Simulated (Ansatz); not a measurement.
Put Li₂Ru in P-3m1 (No. 164): Li on 2d; Ru on 1a. The cell of Li₂Ru is invented: close-packed layers stacked ABC (elements of the layers in order: Li Ru Li).

Level of theory: DFT PBE, scalar-relativistic, plane waves, PAW in Ansatz. Cutoff 420 eV, Γ-centred mesh, Gaussian smearing, no spin polarisation.

The zero of energy is the elements' standard structures at the same level; no fitted shifts are applied.

Task: Which cell and coordinates does it relax to?

Result:

Space group P-3m1 (No. 164). a = 2.660 Å, b = 2.660 Å, c = 7.111 Å, α = 90.00°, β = 90.00°, γ = 120.00°
| atom | site | symmetry | x | y | z |
| --- | --- | --- | --- | --- | --- |
| Li | 2d | 3m. | 0.6667 | 0.3333 | 0.6901 |
| Ru | 1a | -3m. | 0.0000 | 0.0000 | 0.0000 |

Around Li lie 6 Li at 2.66 Å, 3 Ru at 2.69 Å and 3 Li at 3.11 Å; Ru is surrounded by 6 Ru at 2.66 Å and 6 Li at 2.69 Å. Another local minimum with the same sites may exist.

Task: Where does its energy lie, and is it a metal?

Result: The formation energy is +0.13 eV/atom and the gap on the 18×18×8 mesh of the 3-atom cell is 0 eV (a metal). It can't be a ground state, since the elements alone are lower.

The last run used Gaussian smearing of 0.10 eV. A structure relaxed within its symmetry needn't be a true minimum.
